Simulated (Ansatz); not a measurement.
The relaxed structure here is a generated cell of La2O3: the first start was made by placing the elements on the sites of a structure type, and the end was not matched to a known phase here, so it may be hypothetical. Known forms of La2O3 include space group No. 164.

A relaxed structure of La2O3. Space group R32 (No. 155). Level of theory: PBEsol (plane waves to 420 eV, PAW, scalar-relativistic; Ansatz, an electronic-structure program).

```xyz
5
Lattice="2.9722 1.7160 2.8524 -2.9722 1.7160 2.8524 0.0000 -3.4320 2.8524" Properties=species:S:1:pos:R:3 pbc="T T T"
O     -1.7166     0.0000     4.2786
O      0.8583    -1.4866     4.2786
O      0.8583     1.4866     4.2786
La     0.0000     0.0000     2.4814
La     0.0000     0.0000     6.0757
```

For La2O3, the volume per atom is 17.46 Å³. The density comes out as 6.20 g/cm³ and the band gap is 3.25 eV, indirect (valence top at 36 % of the way from Γ to T, conduction bottom at Γ) (no spin-orbit coupling). The smallest direct gap is 3.43 eV at Γ. The shortest distances is La–O 2.37 Å; O–O 2.89 Å; La–La 3.51 Å and the k-mesh is 8×8×8.

Band energies at high-symmetry points (eV from the VBM; labels of this space group; no spin-orbit coupling), from −5 eV up to 4.7 eV:

```csv
point,energies
Γ,-2.34 -2.34 -1.55 -1.55 -0.95 -0.95 -0.87 -0.38 -0.18 3.25 4.24
T,-2.53 -1.95 -1.50 -1.50 -1.44 -1.44 -0.75 -0.68 -0.68 4.34 4.34 4.44
H2,-2.56 -2.06 -1.72 -1.62 -1.24 -1.17 -0.91 -0.68 -0.46 4.26 4.30 4.48
H0,-2.56 -2.06 -1.72 -1.62 -1.24 -1.17 -0.91 -0.68 -0.46 4.26 4.30 4.48
L,-2.43 -2.08 -1.92 -1.51 -1.27 -1.17 -0.88 -0.42 -0.41 3.97 4.21
S0,-2.43 -2.10 -2.10 -1.74 -1.59 -0.92 -0.78 -0.36 -0.02 3.46 4.33 4.52
S2,-2.43 -2.10 -2.10 -1.74 -1.59 -0.92 -0.78 -0.36 -0.02 3.46 4.33 4.52
F,-2.46 -2.06 -2.04 -1.83 -1.59 -0.95 -0.72 -0.39 -0.01 3.43 4.30 4.53
```

No spin polarisation in the result.

The run could not lose the symmetry of its start, so the end can be a saddle point.
